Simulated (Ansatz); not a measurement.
## CsTlF4, one structure, two calculations

Cell: a computed structure from the Materials Project (it need not be an observed phase).

Space group Pca2_1 (No. 29); a = 8.5611, b = 6.6809, c = 8.7269 Å.

```csv
site,Wyckoff,site symmetry,x,y,z
Cs,4a,1,0.1969,0.5133,0.1981
Tl,4a,1,0.9941,0.0005,0.4469
F9,4a,1,0.0613,0.2923,0.5040
F13,4a,1,0.0133,0.0931,0.1972
F17,4a,1,0.7437,0.1217,0.4398
F21,4a,1,0.4204,0.2912,0.3939
```

One atom of each set is listed.

First run. The numbers come from a DFT calculation in Ansatz (PBE, plane waves and PAW, scalar-relativistic, 420 eV cutoff, Γ-centred 3×4×3 k-points, Fermi–Dirac smearing 0.02 eV).

```
site  V_zz (10²¹ V/m²)     η
  Cs              5.48  0.47
  Tl             -24.9  0.18
  F9             15.66  0.04
 F13             12.69  0.22
 F17             11.27  0.34
 F21             15.60  0.04
```

Second run. The same atoms and settings, except that the cutoff is 550 eV.

Problem. Given the first result, estimate the second.

Solution. 

| site | V_zz | η | change of V_zz |
| --- | --- | --- | --- |
| Cs | 5.48 | 0.47 | 0.00 |
| Tl | -24.9 | 0.18 | +0.02 |
| F9 | 15.71 | 0.04 | +0.05 |
| F13 | 12.74 | 0.22 | +0.05 |
| F17 | 11.32 | 0.34 | +0.05 |
| F21 | 15.65 | 0.04 | +0.05 |

The largest change of V_zz is on F13, from 12.69 to 12.74.

Spin–orbit coupling is left out, which shifts gradients on Tl by a few per cent, and by more where contributions nearly cancel.
